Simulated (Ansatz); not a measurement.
# Two Ansatz runs on ScCu$_{2}$Si$_{2}$

Structure from Materials Project entry mp-6969 (possibly hypothetical), not relaxed further.

First run: DFT, r2SCAN, PAW with Ansatz's default frozen-core files, scalar-relativistic (Ansatz 0.2.0).

Command: `ansatz run input.yaml --threads 2 --pin off --max-ram 6144MiB --backend cpu --events-out ev --progress --plain --runs-dir out` The run took about 56 s on 2 threads of a shared machine.

```yaml
crystal:
  lattice:
    - [-1.9015105017, 1.9015105017, 5.0102936777]
    - [1.9015105017, -1.9015105017, 5.0102936777]
    - [1.9015105017, 1.9015105017, -5.0102936777]
  atoms:
    - { symbol: Sc, position: [0.0, 0.0, 0.0] }
    - { symbol: Si, position: [0.61353431, 0.61353431, 0.0] }
    - { symbol: Si, position: [0.38646569, 0.38646569, 0.0] }
    - { symbol: Cu, position: [0.25, 0.75, 0.5] }
    - { symbol: Cu, position: [0.75, 0.25, 0.5] }
kpoints:
  mp_grid: { grid: [11, 11, 11] }
  band_path:
    path:
      - [0.0, 0.0, 0.0]
      - [0.0, 0.0, 0.5]
      - [0.25, 0.25, 0.25]
      - [0.0, 0.5, 0.0]
      - [0.0, 0.0, 0.0]
      - [0.5, 0.5, -0.5]
      - [0.2860090032, 0.7139909968, -0.2860090032]
      - [-0.2860090032, 0.2860090032, 0.2860090032]
      - [0.0, 0.0, 0.0]
    npoints: 14
scf:
  occupations: { method: fermi_dirac, width: 0.05 }
hamiltonian:
  xc: r2scan
  pseudopotentials: { kind: paw }
output:
  forces: true
  stress: true
  eigenvalues: true
  efg: { contact_densities: true }
  populations: true
  bader: true
  dos: { projected: true, de: 0.2, e_range: [-14, 8] }
  write_density: true
  write_potential: true
  elf: true
  volumetric_format: npy
```

Result: converged; pressure -0.01 GPa; largest force 0.015 eV/Å; 10 SCF iterations.

Spin polarisation is left out, and whether a magnetic state lies lower isn't shown here.

The input is then changed:

```diff
@@ -25,5 +25,5 @@
     npoints: 14
 scf:
-  occupations: { method: fermi_dirac, width: 0.05 }
+  occupations: { method: tetrahedron }
 hamiltonian:
   xc: r2scan
@@ -35,6 +35,4 @@
   efg: { contact_densities: true }
   populations: true
-  bader: true
-  dos: { projected: true, de: 0.2, e_range: [-14, 8] }
   write_density: true
   write_potential: true
```

Question: What does the second run give?

Answer: It converged; energy at zero smearing +0.2 meV/atom from the first run; pressure -0.03 GPa; largest force 0.020 eV/Å; 10 SCF iterations.
